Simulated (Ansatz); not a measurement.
Input:

Ti3O:
```yaml
crystal:
  lattice:
    - [5.09990, 0.00000, 0.00000]
    - [-2.54995, 4.41664, 0.00000]
    - [0.00000, 0.00000, 9.37025]
  atoms:
    - { symbol: Ti, position: [0.67209, 0.00597, 0.38159] }
    - { symbol: Ti, position: [0.32791, 0.99403, 0.61841] }
    - { symbol: Ti, position: [0.99403, 0.66612, 0.38159] }
    - { symbol: Ti, position: [0.00597, 0.33388, 0.61841] }
    - { symbol: Ti, position: [0.33388, 0.32791, 0.38159] }
    - { symbol: Ti, position: [0.66612, 0.67209, 0.61841] }
    - { symbol: Ti, position: [0.99403, 0.32791, 0.11841] }
    - { symbol: Ti, position: [0.00597, 0.67209, 0.88159] }
    - { symbol: Ti, position: [0.33388, 0.00597, 0.11841] }
    - { symbol: Ti, position: [0.66612, 0.99403, 0.88159] }
    - { symbol: Ti, position: [0.67209, 0.66612, 0.11841] }
    - { symbol: Ti, position: [0.32791, 0.33388, 0.88159] }
    - { symbol: O, position: [0.33333, 0.66667, 0.75000] }
    - { symbol: O, position: [0.66667, 0.33333, 0.25000] }
    - { symbol: O, position: [0.00000, 0.00000, 0.75000] }
    - { symbol: O, position: [0.00000, 0.00000, 0.25000] }
```

This is the PBEsol-relaxed structure.

All from PBEsol (plane waves, PAW; program Ansatz), unless another level is named. Give the bulk modulus (Birch–Murnaghan fit).

166 GPa.

Give the highest zone-centre frequency.

501 cm^-1.

Space group P-31c. The workflow started from a Materials Project entry (that database holds measured and hypothetical structures alike); the Crystallography Open Database files this formula in space group No. 163, but the cells were not matched. Whether it is the stable phase at ambient conditions was not checked. Symmetry was held in the PBEsol relaxation; its stability against distortions is not shown here. The run is not spin-polarised. As this level gives no gap, phonon frequencies hold no LO–TO term and depend on the k-mesh and smearing (Fermi–Dirac, 0.1 eV here).

Potentials: the later of the program's two PAW sets.
